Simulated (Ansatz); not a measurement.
# LiPb: levels along high-symmetry lines

```
Li Pb
1.0
     3.52200    0.00000    0.00000
     0.00000    3.52200    0.00000
     0.00000    0.00000    3.52200
Li Pb
1 1
Direct
  0.50000 0.50000 0.50000
  0.00000 0.00000 0.00000
```

Atoms are numbered in the order listed.

The cell is COD entry 1522614, as deposited and not checked against the literature; nothing was relaxed. It is an old determination, and later ones may differ.

Spin–orbit coupling is left out, though it moves levels of the heavy atoms by tenths of an eV or more.

The calculation used Ansatz 0.2.0, DFT, LDA, all-electron LAPW, scalar-relativistic.

Numerical set-up: a Γ-centred 10×10×10 k mesh, Fermi–Dirac smearing of 0.03 eV, basis error target 0.5 meV/atom, no spin polarisation.

Points in fractions of the reciprocal vectors of this cell: Γ (0, 0, 0), X (0, 0.5, 0), M (0.5, 0.5, 0), R (0.5, 0.5, 0.5). The path joins them by straight lines in the order Γ–X–M–Γ–R–X–R–M; legs that retrace an earlier one aren't tabulated. Energies are in eV from the Fermi level.

(1) Is there a gap?

(2) List the levels between -8 and 2.5 eV at the symmetry points.

## Answers

(1) none: with an odd electron count and no spin polarisation the bands can't all be full, a metal in this set-up (spin order or a larger cell could open a gap).

(2) 
Γ: 2.29 (×3)
X: -3.94
M: -7.34, -2.75 (×2), 2.41
R: -5.77, -0.57 (×3)
